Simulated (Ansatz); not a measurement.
W (fcc, Cu type)

```
CELL_PARAMETERS angstrom
      0.00000     1.99880     1.99880
      1.99880     0.00000     1.99880
      1.99880     1.99880     0.00000
ATOMIC_POSITIONS crystal
  W  0.00000 0.00000 0.00000
```

Grid over V/V₀ and (c/a)/(c/a)₀, subscript 0 meaning the relaxed cell; the conventional c axis lies along z; no internal relaxation.

The numbers are results of PBEsol (plane waves to 420 eV, PAW, scalar-relativistic; Ansatz, a first-principles code), not measurements. k mesh 20×20×20 (Γ-centred), Fermi-Dirac smearing 0.05 eV. Compression counts positive. With partly filled bands, the response to shear is sensitive to the k mesh, so small differences along c/a are uncertain. Spin-orbit coupling is left out, though W is heavy. This is one of several known forms of W; the measured ambient cells at hand have space group No. 229. W is run without spin polarisation. W was relaxed with its symmetry unable to fall. 

Problem. Estimate the σxx (GPa) for all points of the grid V/V₀ = 0.920, 0.947, 0.973, 1.000, 1.027, 1.053, 1.080 by (c/a)/(c/a)₀ = 0.880, 0.920, 0.960, 1.000, 1.040, 1.080, 1.120.

Solution. σxx (GPa), with V/V₀ across and (c/a)/(c/a)₀ down:

```
(c/a)/(c/a)₀ \ V/V₀  0.920  0.947  0.973  1.000  1.027  1.053  1.080
-------------------  -----  -----  -----  -----  -----  -----  -----
0.880                 40.6   28.6   18.1    8.9    0.8   -6.3  -12.6
0.920                 38.9   27.1   16.7    7.6   -0.4   -7.4  -13.5
0.960                 34.3   23.1   13.3    4.7   -3.0   -9.8  -15.7
1.000                 29.2   18.2    8.5    0.0   -7.5  -14.0  -19.7
1.040                 26.1   14.9    5.2   -3.3  -10.7  -17.2  -22.8
1.080                 25.4   14.1    4.3   -4.2  -11.7  -18.2  -23.8
1.120                 27.0   15.5    5.4   -3.3  -11.0  -17.6  -23.3
```

(A scan under strain: stresses follow from slopes of the energy per volume, elastic moduli from its curvatures.)
